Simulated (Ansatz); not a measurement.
One crystal and one scan (scan of one atom of the cell) at two levels, r2SCAN (plane waves to 500 eV, PAW, scalar-relativistic; Ansatz, a first-principles code) and PBE (plane waves to 420 eV, PAW, scalar-relativistic; Ansatz), each from its own relaxed cell and on its own mesh. The cell shown is that of r2SCAN.

Relaxed ZnSe (zinc blende):

```xyz
4
Lattice="0.0000 5.6655 5.6655 2.8327 0.0000 2.8327 2.8327 2.8327 0.0000" Properties=species:S:1:pos:R:3 pbc="T T T"
Se     4.2491     4.2491     4.2491
Se     4.2491     7.0818     7.0818
Zn     0.0000     0.0000     0.0000
Zn     0.0000     2.8327     2.8327
```

In this cell atom 2 (Se, nearest neighbour Zn at 2.453 Å; its periodic images, 4.0 Å or more away, move with it) is moved by s along Cartesian [111], unit vector (0.577, 0.577, 0.577); all other atoms and the cell stay fixed.

E stands for the smeared free energy. ZnSe was relaxed with its symmetry unable to fall. (PBE) Left out: 1 of 11 points, with atoms too close for the PAW data. (r2SCAN) Left out: 1 of 11 points, with atoms too close for the PAW data. Percentages come from the unrounded values. Both scans cover s from -0.740 to 0.592 Å.

Results of r2SCAN:

```
Property                                                                                                                   Value
----------------------------------------------------------------  --------------------------------------------------------------
Lattice constant a (Å)                                                                                                     5.665
Band gap of the relaxed cell, no spin-orbit coupling (eV)                                                                   1.87
Energy at s = 0.592 Å (meV/cell)                                                                                            2592
Force along the line at s = -0.740 Å (eV/Å)                                                                                0.931
Force constant k = d²E/ds² at s = 0 (finite differences) (eV/Å²)                                                            6.42
Symmetry of the curve                                                        not even: the positive side lies higher at ±0.592 Å
Shape of the curve                                                a single well with its minimum at or next to zero displacement
```

Q: What does PBE give for the same quantities?

A: 
| quantity | PBE | r2SCAN − PBE |
|---|---|---|
| Lattice constant a (Å) | 5.733 | -0.068 (-1.2 %) |
| Band gap of the relaxed cell, no spin-orbit coupling (eV) | 1.15 | +0.72 (+62 %) |
| Energy at s = 0.592 Å (meV/cell) | 2316 | +276 (+12 %) |
| Force along the line at s = -0.740 Å (eV/Å) | 0.824 | +0.107 (+13 %) |
| Force constant k = d²E/ds² at s = 0 (finite differences) (eV/Å²) | 5.79 | +0.63 (+11 %) |

r2SCAN gives the higher value for: band gap of the relaxed cell, no spin-orbit coupling; energy at s = 0.592 Å; force along the line at s = -0.740 Å; force constant k = d²E/ds² at s = 0. r2SCAN gives the lower value for: lattice constant a. Both give the same symmetry of the curve: not even: the positive side lies higher at ±0.592 Å. Neither level is exact: the differences show how much the result hangs on the functional.

(For displaced atoms, the force is minus the slope of the energy, and its curvature is a force constant, which sets phonon frequencies.)
